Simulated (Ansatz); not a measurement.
# BaH$_{2}$: a fit and a missing row

BaH$_{2}$, P6_3/mmc, a = 4.385 Å, c = 5.796 Å. The structure is a Materials Project entry; whether it is the stable form wasn't checked. Ansatz: PBEsol, PAW, 420 eV, Γ-centred 6×6×6 mesh on 6 atoms, Gaussian smearing 0.02 eV; no spin polarisation. Shape and atoms are relaxed at each volume; pressure is positive in compression.

| V (Å³/atom) | P (GPa) |
| --- | --- |
| 15.119 | 2.38 |
| 15.601 | 1.09 |
| 16.084 | -0.02 |
| 16.566 | -0.97 |
| 17.049 | ? |

Question: Take V0 = 16.084 Å³/atom, count pressures from its P0 = -0.02 GPa, fit the third-order Birch–Murnaghan form to the other rows, and predict the missing pressure.

Answer: With the Eulerian strain f = ½[(V0/V)^(2/3) − 1] and y = (P − P0)/[3f(1 + 2f)^(5/2)], the form is the line y = B0 + 1.5 B0 (B0′ − 4) f. Rows (f, y): 0.02106, 34.3; 0.01027, 34.2; -0.00975, 34.1. Means f = 0.007193, y = 34.200; Σ(Δf)² = 0.0004888, ΣΔfΔy = 0.003081; the slope is their ratio. y = 34.15 + 6.303 f GPa, so B0 = 34.1 GPa and B0′ = 4 + 2 × (6.303)/(3 × 34.15) = 4.12. At V = 17.049, f = -0.01905, y = 34.03 and P = -1.78 GPa. The run gave -1.80 GPa, so the fit is 0.02 GPa too high, a small miss on the scale of the series. The form still works here, 33 % of the fitted range beyond its end.